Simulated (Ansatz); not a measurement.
# Wurtzite alloy of AlN and SiC (9 of 48 Al sites, 9 of 48 N sites exchanged), 96 atoms

Ansatz, PAW, plane waves. PBEsol relaxation of cell lengths and atoms (angles held) at the single k point (¼, ¼, ¼) without its symmetry partners; single points on the relaxed atoms at the single k point (¼, ¼, ¼) without its symmetry partners, onto which points of the small cell's zone fold. Arrangement: random. No spin–orbit coupling unless named.

Relaxed structure:

```xyz
96
Lattice="9.3505 0.0000 0.0000 0.0000 10.7814 0.0000 0.0000 0.0000 9.9769" Properties=species:S:1:pos:R:3 pbc="T T T"
Al    1.5840    0.8495    2.4350
Al    9.3427    3.5864    2.4889
Al    0.0022    3.5638    7.4967
Al    4.6601    0.9059    2.4638
Al    4.6919    0.8920    7.4418
Al    3.1256    3.6058    2.5273
Al    3.0797    3.5772    7.4190
Al    1.5439    6.3046    2.4867
Al    1.5513    6.2773    7.4984
Al    9.3212    9.0202    7.4280
Al    7.7927    0.8834    2.4816
Al    7.7656    0.9203    7.4654
Al    6.2606    3.5855    7.4229
Al    4.6959    6.2856    2.4734
Al    3.1070    8.9887    2.5268
Al    3.1424    8.9876    7.3168
Al    7.7876    6.3029    2.5402
Al    7.8120    6.2738    7.4956
Al    6.2353    8.9749    2.5213
Al    6.2098    9.0079    7.4854
Al    9.3487    1.7698    4.9498
Al    3.1331    1.7722    4.9444
Al    3.1417    1.8035    0.0017
Al    1.5334    4.4902    4.9975
Al    1.5823    4.4740    0.0074
Al    0.0186    7.2193    4.9858
Al    9.3387    7.2405    0.0051
Al    6.2149    1.8283    4.9115
Al    4.6746    4.4434    9.9496
Al    3.0793    7.1424    4.9800
Al    1.5460    9.8443    9.9389
Al    7.8180    4.5056    4.9888
Al    7.7746    4.4712    0.0212
Al    6.2332    7.1703    4.9842
Al    6.2641    7.2128    0.0191
Al    4.6854    9.8804    4.9152
Al    4.6967    9.8828    0.0199
Al    7.7635    9.9092    4.9922
Al    7.8013    9.8823    9.9727
Si    1.5398    0.9240    7.4728
Si    0.0191    9.0092    2.5259
Si    6.2316    3.6281    2.5123
Si    4.6623    6.2918    7.4799
Si    0.0118    1.7948    0.0132
Si    6.2065    1.8329    0.0252
Si    4.6651    4.5180    4.9478
Si    3.0997    7.2044    9.9453
Si    1.5489    9.8956    4.9169
N     0.0091    1.8113    1.7972
N     0.0575    1.7560    6.8714
N     3.0739    1.8561    1.9069
N     3.0131    1.7358    6.8781
N     1.5296    4.5146    1.8815
N     1.5113    4.5010    6.9398
N     9.3188    7.2522    1.9210
N     0.0167    7.1936    6.9133
N     6.2485    1.8286    6.8246
N     4.7616    4.4942    1.8545
N     4.6896    4.6087    6.8672
N     3.1345    7.0939    1.7359
N     3.1937    7.0695    6.9240
N     1.5322   10.0112    6.8146
N     7.7404    4.4980    1.9241
N     7.8269    4.4871    6.9134
N     6.2512    7.1470    1.9022
N     6.1385    7.1097    6.9430
N     4.7016    9.8831    6.8590
N     7.8688    9.8130    1.9078
N     7.7563    9.9132    6.9128
N     1.5490    0.8466    4.3922
N     9.3487    3.5674    4.3841
N     9.3331    3.5199    9.4309
N     4.6856    0.9001    4.4115
N     3.1208    3.6431    9.3293
N     1.5275    6.2630    4.3843
N     1.6210    6.3357    9.4192
N     9.3180    8.9752    9.3008
N     7.7884    0.9173    4.3804
N     7.8049    1.0299    9.4255
N     6.2484    3.5611    9.3382
N     4.6636    6.2389    4.4017
N     4.6062    6.3183    9.2992
N     3.1088    8.8312    9.2731
N     7.8127    6.3067    4.4369
N     7.8060    6.2574    9.3964
N     6.2602    8.9384    4.4433
N     6.2754    8.9527    9.3556
C     6.2720    1.9390    1.8523
C     1.4744    9.7949    1.8687
C     4.6881    9.8476    1.9263
C     1.4668    0.9420    9.2901
C     4.7798    0.9544    9.3556
C     3.1691    3.6555    4.4859
C     0.0193    9.0498    4.3816
C     6.1803    3.7121    4.3556
C     3.0386    8.9753    4.5295
```

(1) What are the mean bond lengths by pair (pairs within 1.2 times the sum of covalent radii, less contacts 15 % beyond the pair's median; cation–cation pairs of compounds aside; long ionic contacts are cut short by that bound)?

(2) What gap lies between the top filled and the lowest empty level in the single points?

## Answers

(1) Al–C 1.938 ± 0.037 Å (standard deviation, 24 bonds); Al–N 1.912 ± 0.039 Å (standard deviation, 132 bonds); C–Si 1.816 ± 0.022 Å (standard deviation, 12 bonds); N–Si 1.819 ± 0.042 Å (standard deviation, 24 bonds).

(2) r²SCAN 3.74 eV (16 s on NVIDIA H100). Away from Γ this isn't the crystal's band gap.
